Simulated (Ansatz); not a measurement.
PmSe2 (CdI2-type structure)

Level of theory: DFT, PBE, scalar-relativistic, collinear spin; plane waves to 600 eV with PAW datasets (Ansatz 0.2.0), Γ-centred 10×10×6 mesh, 0.05 eV Gaussian smearing. The datasets are Ansatz's generated set soft_2.

```yaml
crystal:
  lattice:
    - [4.29515, 0.00000, 0.00000]
    - [-2.14757, 3.71971, 0.00000]
    - [0.00000, 0.00000, 6.41212]
  atoms:
    - { symbol: Pm, position: [0.00000, 0.00000, 0.00000] }
    - { symbol: Se, position: [0.33333, 0.66667, 0.22890] }
    - { symbol: Se, position: [0.66667, 0.33333, 0.77110] }
```

The start was a prototype's sites filled with these elements, not a measured cell.

Magnetic state: ferromagnetic, site spin moments Pm 3.99; Se -0.37 μB.

Cell and atoms are those of this level's equilibrium.

Path: Γ–M–K–Γ–A–L–H–A | L–M | H–K, with Γ = (0.000, 0.000, 0.000), M = (0.500, 0.000, 0.000), K = (0.333, 0.333, 0.000), A = (0.000, 0.000, 0.500), L = (0.500, 0.000, 0.500), H = (0.333, 0.333, 0.500) in reciprocal vectors of the calculation's cell.

Bands as a text map, energy in eV from the Fermi level (dashes), each leg drawn with the same width, + spin up, o spin down, # both:
```
  5.57 |  ##  oooo       ###   o#     #o# ooooo     o#o#  ooooooooo        
  5.14 |## oooo##oooooooo+oo###+       #ooo#oooooooo  +o  #########oooooooo
  4.71 | o##+++++++++++## ++o        o##+++++++++++#++++o +++++++++++++++++
  4.29 |#+o+         ooo##oo+########+o+        ooo##ooo+#         oooooooo
  3.86 |oo#o      ooo   +++#oooooooooo#o      oo++++++##oo         ++++++  
  3.43 |++++#oooo#++++++    ++++++++++++#oooo#++       +++ooooooooo      ++
  3.00 |ooooo####oooo   ooooooooooooooooo####ooo    oooooo#########        
  2.57 |ooooooooooooooooooooooooooooooooooooooooooooooooooooooooooooooooooo
  2.14 | oooooooooooooooooooo         oooooooooooooooooo  ooooooooooooooooo
  1.71 |o                    ooooooooooo               ooo                 
  1.29 |+++                +++++++                                         
  0.86 | ++++            ++++   ++++++++++           +++++                 
  0.43 |  ++++++++++++++++++      +++++++++++++++++++++++++++++++++++++++++
  0.00 |#####++++++++++++#######++++++++#++++++++++++##++++++++++++++++++++
 -0.43 |+#####+++++######+###+++#################++##++########++++++++####
 -0.86 |++#++#############+#++++++#########################################
 -1.29 |   #########++ ####        ++  +#########  +##+  +#########        
 -1.71 |####oo   oo#####################++##########+ ######ooo    ########
 -2.14 |  +##+    ++#####o#+    +##oooo##o     +##o####ooo         oo oo###
 -2.57 |##o  o####oo       o####o        ##+###o          ++#######        
 -3.00 |                                   o              oo               
 -3.43 |                                                                   
 -3.86 |                                                                   
 -4.29 |                                                                   
 -4.71 |                                                                   
 -5.14 |                                                                   
 -5.57 |                                                                   
 -6.00 |                                                                   
        Γ      M      K      Γ      A      L      H      AL       MH      K
```

Problem. By these bands, is it a metal or an insulator, and if it has a gap, where are the band edges on this path?

Solution. A metal: bands cross the Fermi level.

Without a U the open 4f shell is pinned at the Fermi level, an artefact: in the real crystal it splits into occupied and empty levels away from it, and its large orbital moment is missing here. For elements this heavy, spin–orbit coupling would shift levels and gaps; it isn't included here. Site moments are of spin, integrated over atomic spheres. The structure is built of weakly bound layers, and this functional has no dispersion term, so their spacing and all that hangs on it (volume, the soft elastic constants, low modes, dielectric constants) are poorly given. No antiparallel order was tried.

The state of the open shells isn't shown to be the lowest, and forces and pressures are less sure for it.
